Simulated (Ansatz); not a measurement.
# NiSb2: computed property card

NiSb$_{2}$:
```xyz
6
Lattice="5.1826 0.0000 0.0000 0.0000 6.3051 0.0000 0.0000 0.0000 3.8790" Properties=species:S:1:pos:R:3 pbc="T T T"
Ni     0.0000     0.0000     0.0000
Ni     2.5913     3.1526     1.9395
Sb     1.1410     2.2693     0.0000
Sb     4.0416     4.0358     0.0000
Sb     3.7323     0.8833     1.9395
Sb     1.4503     5.4218     1.9395
```

Space group Pnnm (No. 58); conventional cell a = 5.183 Å, b = 6.305 Å, c = 3.879 Å, α = β = γ = 90.00°.

Method: r²SCAN (plane waves, PAW; program Ansatz). Geometry: relaxed at this level of theory. Other levels are named where they apply.

Cell and energy:

```json
{
 "volume_per_atom": "21.13 Å³",
 "density": "7.92 g/cm³",
 "Formation energy from the elements (no fitted shifts)": "-19 kJ/mol-atom"
}
```

Electronic structure:

```json
{
  "electronic_character": "metallic (no gap)",
  "Density of states at the Fermi level": "0.45 states/eV per atom (mean over ±0.08 eV)"
}
```

Magnetism:

```json
{
  "magnetic_order": "non-magnetic (starting moments vanished)"
}
```

The workflow started from an entry of the Crystallography Open Database (COD). Its standing as an ambient phase is unchecked. The cell was relaxed with r²SCAN under the symmetry of its start; whether a distortion lowers the energy is not shown. The workflow began spin-polarised and lost its moments. The references are the lowest solids computed at this level, not always the standard phases. Spin–orbit coupling is left out wherever it is not named.

Potentials: the later of the program's two PAW sets.
